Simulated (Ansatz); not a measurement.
MgTe (wurtzite)

```
CELL_PARAMETERS angstrom
      4.56033     0.00000     0.00000
     -2.28016     3.94936     0.00000
      0.00000     0.00000     7.41352
ATOMIC_POSITIONS crystal
  Mg 0.66667 0.33333 0.00097
  Mg 0.33333 0.66667 0.50097
  Te 0.66667 0.33333 0.62423
  Te 0.33333 0.66667 0.12423
```

Grid over V/V₀ and (c/a)/(c/a)₀, subscript 0 meaning the relaxed cell; the conventional c axis lies along z; no internal relaxation.

All values below come from PBEsol (plane waves to 420 eV, PAW, scalar-relativistic; Ansatz, a quantum-chemistry and plane-wave program). k mesh 8×8×5 (Γ-centred), Fermi-Dirac smearing 0.05 eV. Compression counts positive. As the atoms are clamped, bonds stretch with the cell, which overstates energies and stresses. MgTe was relaxed with its symmetry unable to fall. Spin-orbit coupling is left out, though Te is heavy.

At one point of the scan the stress tensor (GPa) is:

```
  -2.03     0.00     0.00
   0.00    -2.03     0.00
   0.00     0.00     3.83
```

Which point is it?
A) V/V₀ = 0.973, (c/a)/(c/a)₀ = 0.947
B) V/V₀ = 0.960, (c/a)/(c/a)₀ = 0.973
C) V/V₀ = 0.987, (c/a)/(c/a)₀ = 0.920
D) V/V₀ = 1.013, (c/a)/(c/a)₀ = 0.920

D, V/V₀ = 1.013, (c/a)/(c/a)₀ = 0.920

(A scan under strain: stresses follow from slopes of the energy per volume, elastic moduli from its curvatures.)
